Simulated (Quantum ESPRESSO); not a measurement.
Band energies of LiBr at +2 % biaxial strain

```
CELL_PARAMETERS angstrom
      4.21739     0.00000     0.00000
     -2.10869     3.65236     0.00000
      0.00000     0.00000     6.45957
ATOMIC_POSITIONS crystal
  Li 0.66667 0.33333 0.88331
  Li 0.33333 0.66667 0.38331
  Br 0.66667 0.33333 0.49169
  Br 0.33333 0.66667 0.99169
```

PBEsol (Quantum ESPRESSO, PseudoDojo norm-conserving, 74 Ry, scalar-relativistic); path ΓMKΓALHA,LM,KH; energies in eV from the valence-band maximum.

| k (1/Å) | point | band 6 | band 7 | band 8 | band 9 | band 10 | band 11 | band 12 | band 13 |
|---|---|---|---|---|---|---|---|---|---|
| 0.00 | Γ | -0.67 | -0.67 | -0.25 | -0.25 | 0.00 | 4.67 | 6.64 | 8.26 |
| 0.21 |  | -0.90 | -0.76 | -0.52 | -0.28 | -0.06 | 5.07 | 6.97 | 8.17 |
| 0.43 |  | -1.42 | -1.03 | -0.97 | -0.37 | -0.25 | 5.87 | 7.26 | 8.12 |
| 0.75 |  | -1.54 | -1.48 | -1.20 | -0.68 | -0.50 | 6.52 | 6.80 | 7.62 |
| 0.86 | M | -1.58 | -1.42 | -1.21 | -0.74 | -0.51 | 6.59 | 6.69 | 7.61 |
| 0.98 |  | -1.56 | -1.41 | -1.24 | -0.76 | -0.58 | 6.76 | 6.77 | 7.57 |
| 1.36 | K | -1.44 | -1.44 | -1.11 | -1.04 | -1.04 | 6.56 | 8.28 | 8.73 |
| 1.58 |  | -1.62 | -1.36 | -1.22 | -0.90 | -0.73 | 6.81 | 7.58 | 8.20 |
| 1.91 |  | -1.34 | -1.28 | -0.80 | -0.47 | -0.27 | 6.00 | 7.69 | 8.02 |
| 2.13 |  | -0.89 | -0.81 | -0.50 | -0.29 | -0.07 | 5.09 | 7.00 | 8.15 |
| 2.35 | Γ | -0.67 | -0.67 | -0.25 | -0.25 | 0.00 | 4.67 | 6.64 | 8.26 |
| 2.71 |  | -0.89 | -0.54 | -0.54 | -0.38 | -0.38 | 5.62 | 6.37 | 8.33 |
| 2.84 | A | -1.34 | -0.46 | -0.46 | -0.46 | -0.46 | 6.05 | 6.05 | 8.48 |
| 2.93 |  | -1.35 | -0.49 | -0.49 | -0.48 | -0.48 | 6.10 | 6.10 | 8.39 |
| 3.22 |  | -1.59 | -0.69 | -0.69 | -0.65 | -0.65 | 6.37 | 6.37 | 8.24 |
| 3.41 |  | -1.90 | -0.79 | -0.79 | -0.70 | -0.70 | 6.26 | 6.26 | 8.38 |
| 3.70 | L | -2.13 | -0.89 | -0.89 | -0.67 | -0.67 | 6.10 | 6.10 | 8.34 |
| 3.90 |  | -2.07 | -1.16 | -1.16 | -0.55 | -0.55 | 6.42 | 6.42 | 8.39 |
| 4.19 | H | -1.84 | -1.63 | -1.63 | -0.47 | -0.47 | 7.20 | 7.20 | 7.83 |
| 4.37 |  | -1.92 | -1.43 | -1.43 | -0.49 | -0.49 | 6.92 | 6.92 | 8.12 |
| 4.55 |  | -1.87 | -1.13 | -1.13 | -0.56 | -0.56 | 6.66 | 6.66 | 8.25 |
| 4.83 |  | -1.55 | -0.74 | -0.74 | -0.60 | -0.60 | 6.43 | 6.43 | 8.12 |
| 5.01 |  | -1.38 | -0.56 | -0.56 | -0.51 | -0.51 | 6.20 | 6.20 | 8.26 |
| 5.19 | A | -1.34 | -0.46 | -0.46 | -0.46 | -0.46 | 6.05 | 6.05 | 8.48 |
| 5.19 | L | -2.13 | -0.89 | -0.89 | -0.67 | -0.67 | 6.10 | 6.10 | 8.34 |
| 5.43 |  | -1.84 | -1.12 | -1.12 | -0.62 | -0.58 | 6.11 | 6.52 | 8.50 |
| 5.67 | M | -1.58 | -1.42 | -1.21 | -0.74 | -0.51 | 6.59 | 6.69 | 7.61 |
| 5.67 | K | -1.44 | -1.44 | -1.11 | -1.04 | -1.04 | 6.56 | 8.28 | 8.73 |
| 5.87 |  | -1.64 | -1.64 | -1.22 | -0.78 | -0.78 | 6.84 | 7.99 | 7.99 |
| 6.16 | H | -1.84 | -1.63 | -1.63 | -0.47 | -0.47 | 7.20 | 7.20 | 7.83 |

The PBEsol gap is direct, 4.67 eV at Γ.

Spin-orbit splittings are left out.

Geometry strained from the cell relaxed with PBEsol, atoms relaxed again.

This is not the ordinary phase of the substance; no match was found in the copy of COD used, and its stability was not checked.
